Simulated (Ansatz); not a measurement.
Consider the following.

TiAl3:
```
TiAl3
1.0
    2.75365     0.00000     0.00000
    0.00000     4.63397     0.00000
    0.00000     0.00000     4.84798
Ti Al
1 3
Direct
  0.00000   0.50000   0.16292
  0.50000   0.50000   0.66376
  0.50000   0.00000   0.33278
  0.00000   0.00000   0.84054
```

This is the LDA-relaxed structure.

Task: All from the program Ansatz at the LDA level (PAW), unless another level is named. Estimate the highest zone-centre frequency.

Result: 337 cm⁻¹.

Task: Give the bulk modulus (Birch–Murnaghan fit).

Result: 108 GPa.

Space group Pmm2. The first step of the workflow began from a Materials Project structure, measured or hypothetical; the Crystallography Open Database copy checked does not list it. With Ti and Al taken as one species the cell has the higher symmetry P6_3/mmc, so it may be an ordered model of a mixed-site phase. Whether it is the stable phase at ambient conditions was not checked. Symmetry was held in the LDA relaxation; its stability against distortions is not shown here. The run is not spin-polarised. As this level gives no gap, phonon frequencies hold no LO–TO term and depend on the k-mesh and smearing (Fermi–Dirac, 0.1 eV here).

Potentials: the later of the program's two PAW sets.
